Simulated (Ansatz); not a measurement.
LiCl (rock salt)

```
LiCl
1.0
    0.00000     5.11228     5.11228
    2.55614     0.00000     2.55614
    2.55614     2.55614     0.00000
Cl Li
2 2
Direct
  0.00000   0.00000   0.00000
  0.50000   0.00000   0.00000
  0.25000   0.50000   0.50000
  0.75000   0.50000   0.50000
```

The atoms are displaced by Q × the pattern below (from a DFPT mode at L = (0.5, 0.0, 0.0), largest move 1; Q in Å), at fixed cell. It is one choice among 2 degenerate patterns. (q is in reciprocal vectors of the primitive cell; the cell shown is doubled to hold the pattern.)

```json
[
 {"atom": "Li3", "x": "-0.285", "y": "0.520", "z": "-0.805"},
 {"atom": "Li4", "x": "0.285", "y": "-0.520", "z": "0.805"}
]
```

Atoms not listed stay in place.

All values below come from r2SCAN (plane waves to 500 eV, PAW, scalar-relativistic; Ansatz, an electronic-structure program). k mesh 11×11×11 (Γ-centred), Fermi-Dirac smearing 0.05 eV. Energies are smeared free energies. LiCl was relaxed with its symmetry unable to fall. ΔE is measured from the undisplaced structure.

```
Q (Å)   ΔE (eV/cell)
------  ------------
-0.180        0.0352
-0.120        0.0155
-0.060        0.0038
0.000         0.0000
0.060         0.0038
0.120         0.0155
0.180         0.0352
```

Problem. Which DFPT wavenumber at L = (0.5, 0.0, 0.0) belongs to this mode?
A. 115 cm⁻¹
B. 204 cm⁻¹
C. 403 cm⁻¹

Solution. B, 204 cm⁻¹. The curvature of the scan gives 204 cm⁻¹

(A displaced cell: forces are minus the slopes of the energy, force constants its curvatures, and phonons follow from these.)
